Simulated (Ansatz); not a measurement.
Starting cell, GaN (wurtzite):

```
GaN
1.0
    3.21838     0.00000     0.00000
   -1.60919     2.78720     0.00000
    0.00000     0.00000     5.24320
Ga N
2 2
Direct
  0.66667   0.33333   0.00096
  0.33333   0.66667   0.50096
  0.66667   0.33333   0.62424
  0.33333   0.66667   0.12424
```

A phonon eigenvector at Γ is frozen into this cell: atom i moves by Q times the vector below, so Q is the largest atomic displacement, in Å. The cell is held.

```csv
atom,x,y,z
Ga1,0.000,0.000,0.018
Ga2,0.000,0.000,-0.018
N3,0.000,0.000,-1.000
N4,0.000,0.000,1.000
```

All values below come from PBE (plane waves to 420 eV, PAW, scalar-relativistic; Ansatz, an electronic-structure program). k mesh 12×12×6 (Γ-centred), Fermi-Dirac smearing 0.05 eV. The energy includes the smearing's −TS. GaN was relaxed with its symmetry unable to fall. ΔE is measured from the undisplaced structure.

The scan covers Q from -0.100 to 0.100 Å in 13 points.

**Question.** Is this a single well or a double well?

**Answer.** A single well with its minimum at or next to zero displacement.

**Question.** Which space group does the distorted structure have?

**Answer.** P3m1 (No. 156), lowered from P6_3mc.

**Question.** Is the energy the same for equal positive and negative displacements?

**Answer.** Even: the same for both signs.

**Question.** What is the energy change at Q = 0.100 Å?

**Answer.** 224.0 meV/cell.

**Question.** What harmonic wavenumber does the curvature at Q = 0 give?

**Answer.** 656 cm⁻¹.

(A displaced cell: forces are minus the slopes of the energy, force constants its curvatures, and phonons follow from these.)
